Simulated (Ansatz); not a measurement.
Given:

Starting cell, SiO₂ (rutile):

```xyz
6
Lattice="4.1852 0.0000 0.0000 0.0000 4.1852 0.0000 0.0000 0.0000 2.6688" Properties=species:S:1:pos:R:3 pbc="T T T"
Si     2.0926     2.0926     1.3344
Si     0.0000     0.0000     0.0000
O      3.3737     3.3737     1.3344
O      1.2811     2.9041     0.0000
O      2.9041     1.2811     0.0000
O      0.8115     0.8115     1.3344
```

The atoms are displaced by Q × the pattern below (from a DFPT mode at Γ, largest move 1; Q in Å), at fixed cell.

| atom | x | y | z |
|---|---|---|---|
| Si1 | 0.000 | 0.000 | -0.486 |
| Si2 | 0.000 | 0.000 | 0.486 |
| O3 | 0.000 | 0.000 | -1.000 |
| O4 | 0.000 | 0.000 | 1.000 |
| O5 | 0.000 | 0.000 | 1.000 |
| O6 | 0.000 | 0.000 | -1.000 |

Method: r2SCAN (plane waves to 500 eV, PAW, scalar-relativistic; Ansatz, an electronic-structure program). k mesh 8×8×12 (Γ-centred), Fermi-Dirac smearing 0.05 eV. The energy includes the smearing's −TS. SiO2 was relaxed with its symmetry unable to fall. ΔE is measured from the undisplaced structure.

The scan covers Q from -0.180 to 0.180 Å in 13 points.

**Question.** Is the energy the same for equal positive and negative displacements?

**Answer.** Even: the same for both signs.

**Question.** Is this a single well or a double well?

**Answer.** A single well with its minimum at or next to zero displacement.

**Question.** Which space group does the distorted structure have?

**Answer.** P-42_1m (No. 113), lowered from P4_2/mnm.

**Question.** What is the energy change at Q = 0.180 Å?

**Answer.** 2666 meV/cell.

**Question.** What harmonic wavenumber does the curvature at Q = 0 give?

**Answer.** 757 cm⁻¹.

(For displaced atoms, the force is minus the slope of the energy, and its curvature is a force constant, which sets phonon frequencies.)
